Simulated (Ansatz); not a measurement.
MoS2:
```
CELL_PARAMETERS angstrom
      3.17378     0.00000     0.00000
     -1.58689     2.74858     0.00000
      0.00000     0.00000    19.31039
ATOMIC_POSITIONS crystal
  Mo 0.66667 0.33333 0.00000
  Mo 0.33333 0.66667 0.67669
  Mo 0.33333 0.66667 0.32331
  S  0.33333 0.66667 0.08045
  S  0.33333 0.66667 0.91955
  S  0.66667 0.33333 0.75716
  S  0.66667 0.33333 0.24284
  S  0.66667 0.33333 0.40375
  S  0.66667 0.33333 0.59625
```

Relaxed with r²SCAN+D4.

**Question.** Map the electron localisation function on the plane through (0.667, 0.333, 0.000) spanned by u = [0, 0, 1] and v = [1, -1, 0] in lattice vectors, from DFT-r²SCAN+D4 in the program Ansatz with PAW potentials.

**Answer.** x is the fraction of u, y of v (the angle between them is 90°; rows are the nearest grid lines); atoms in the plane: Mo at (0.00, 0.00), Mo at (0.68, 0.67), Mo at (0.32, 0.67), S at (0.08, 0.67), S at (0.92, 0.67), S at (0.76, 0.00), S at (0.24, 0.00), S at (0.40, 0.00), S at (0.60, 0.00).
```
y \ x   0.000  0.100  0.175  0.275  0.375  0.450  0.550  0.625  0.725  0.825  0.900   1.00
------  -----  -----  -----  -----  -----  -----  -----  -----  -----  -----  -----  -----
1.00    0.285  0.075  0.826  0.592  0.490  0.950  0.950  0.490  0.592  0.826  0.075  0.285
0.926   0.689  0.227  0.704  0.790  0.773  0.931  0.931  0.773  0.790  0.704  0.227  0.689
0.852   0.478  0.768  0.198  0.762  0.805  0.818  0.818  0.805  0.762  0.198  0.768  0.478
0.778   0.120  0.859  0.028  0.299  0.328  0.314  0.314  0.328  0.299  0.028  0.859  0.120
0.704   0.159  0.546  0.027  0.348  0.276  0.027  0.027  0.276  0.348  0.027  0.546  0.159
0.630   0.164  0.539  0.028  0.343  0.270  0.023  0.023  0.270  0.343  0.028  0.539  0.164
0.556   0.209  0.834  0.018  0.139  0.134  0.031  0.031  0.134  0.139  0.018  0.834  0.209
0.444   0.370  0.461  0.012  0.112  0.115  0.027  0.027  0.115  0.112  0.012  0.461  0.370
0.370   0.457  0.037  0.008  0.103  0.092  0.016  0.016  0.092  0.103  0.008  0.037  0.457
0.296   0.440  0.030  0.009  0.114  0.103  0.020  0.020  0.103  0.114  0.009  0.030  0.440
0.222   0.219  0.060  0.050  0.405  0.425  0.310  0.310  0.425  0.405  0.050  0.060  0.219
0.148   0.589  0.087  0.347  0.748  0.767  0.816  0.816  0.767  0.748  0.347  0.087  0.589
0.0741  0.716  0.091  0.729  0.763  0.739  0.930  0.930  0.739  0.763  0.729  0.091  0.716
0.000   0.285  0.075  0.826  0.592  0.490  0.950  0.950  0.490  0.592  0.826  0.075  0.285
```

The density is the valence pseudo-density with augmentation charge, so density and ELF within about 1 Å of a nucleus are not all-electron values.

Space group P-6m2. The first step of the workflow began from a Materials Project structure, measured or hypothetical; the Crystallography Open Database copy checked does not list it. It is not the phase usual at ambient conditions (space group No. 160, 194). The cell was relaxed with r²SCAN+D4 under the symmetry of its start; whether a distortion lowers the energy is not shown. The run is not spin-polarised.

Potentials: the earlier of the program's two PAW sets.
